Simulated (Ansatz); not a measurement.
InMo₃C (anti-perovskite, Pm-3m) at seven volumes, plane-wave PAW r²SCAN (Ansatz code), scaled uniformly. One row is withheld.

```
V (Å³/atom)  P (GPa)
-----------  -------
13.469             ?
13.913         16.69
14.357          7.67
14.801          0.00
15.245         -6.53
15.689        -12.08
16.133        -16.79
```

Fit the shown pressures and predict the withheld one.

Third-order Birch–Murnaghan: P = (3/2)B₀(x^(7/2) − x^(5/2))[1 + (3/4)(B′ − 4)(x − 1)] with x = (V₀/V)^(2/3). Least squares on the six rows gives V₀ = 14.801 Å³/atom, B₀ = 235.5 GPa, B′ = 4.40. At V = 13.469, x = 1.0649 and P = 27.34 GPa. The run itself gave 27.28 GPa.

The start of the workflow was typed in or built on a structure type; neither database checked (COD, Materials Project) lists it. Whether it is the stable phase at ambient conditions was not checked. Symmetry was held in the r²SCAN relaxation; its stability against distortions is not shown here. No spin polarisation was allowed. Its formation energy is positive at this level, so the cell may be metastable or incomplete.

Potentials: the earlier of the program's two PAW sets. The files were generated under PBE; for other functionals the program regenerates the frozen cores, and for LDA and PBEsol the local potential too.
